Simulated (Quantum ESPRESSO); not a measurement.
MgAl3ON3, a curve over one atom's position

Computed values, not a measurement. The program is pw.x of Quantum ESPRESSO 7.5 (plane-wave density functional theory). The cell is made up: 8 atoms on a rocksalt lattice, with randomly drawn elements, strain and displacements, not relaxed. PseudoDojo standard norm-conserving files (v0.5 for PBE, v0.4.1 for LDA and PBEsol) set the functional; there is no spin polarisation, spin-orbit coupling or dispersion term, and the masses in the input are unused placeholders.

Seven runs move atom 4 (Al, counted in the order of the input) along y and keep all else fixed.

Input of the run at -0.0173:

```
&control calculation='scf', pseudo_dir='./dojo.nc.sr.pbe.v0_5.standard.upf', outdir='./o', disk_io='medium', tprnfor=.true., tstress=.true. /
&system ibrav=0, nat=8, ntyp=4, nbnd=26, ecutwfc=84.00895049, nosym=.true., tot_charge=0,
 occupations='smearing', smearing='fd', degauss=0.0018374661
/
&electrons conv_thr=7.350e-09, electron_maxstep=60, /
ATOMIC_SPECIES
Al 1.0 Al.upf
Mg 1.0 Mg.upf
N 1.0 N.upf
O 1.0 O.upf
CELL_PARAMETERS angstrom
4.0029 -0.009 0.035
-0.009 4.1053 -0.0277
0.035 -0.0277 4.0804
ATOMIC_POSITIONS angstrom
Mg -0.0256 -0.0076 -0.0209
Al 0.0579 2.0032 2.0108
Al 2.1164 -0.0907 1.9943
Al 1.9852 1.9695 -0.0255
O 1.9961 -0.0894 0.1168
N 1.9508 2.1458 1.9297
N 4.0746 0.0018 2.0383
N 4.0241 2.1262 0.0852
K_POINTS automatic
4 4 4 1 1 1
```

```
shift of atom 4 along y (Å)  free energy less that of the input shown (eV)  Fx on atom 4 (eV/Å)  Fy on atom 4 (eV/Å)  Fz on atom 4 (eV/Å)  pressure (GPa)  next band up at Gamma (eV)  iterations
                    -0.0884                                         0.0849                0.121                1.504                0.080           14.27                       2.841          11
                    -0.0770                                         0.0684                0.124                1.401                0.072           14.22                       2.845          11
                    -0.0173                                         0.0000                0.136                0.896                0.033           14.13                       2.869          11
                    +0.0184                                        -0.0267                0.139                0.601                0.011           14.21                       2.883          11
                    +0.0398                                        -0.0377                0.140                0.421               -0.002           14.30                       2.892          11
                    +0.0712                                        -0.0466                0.138                0.142               -0.020           14.49                       2.905          11
                    +0.0845                                        -0.0477                0.137                0.018               -0.028           14.59                       2.910          11
```

A cubic fit gives dFy/dy = -8.23 eV/Å² at zero shift. Across the table the free energy follows the integral of the force to within 0.1 meV. A rerun of one of the cells at 1437 eV and a 6 x 6 x 6 mesh moved values by no more than 0.004 eV in energy, 0.02 GPa in stress and 0.006 eV/Å in force. The band column is the level of band 21 at Gamma less that of band 20, whose number is half the electron count, rounded up; it comes from a band step after each run.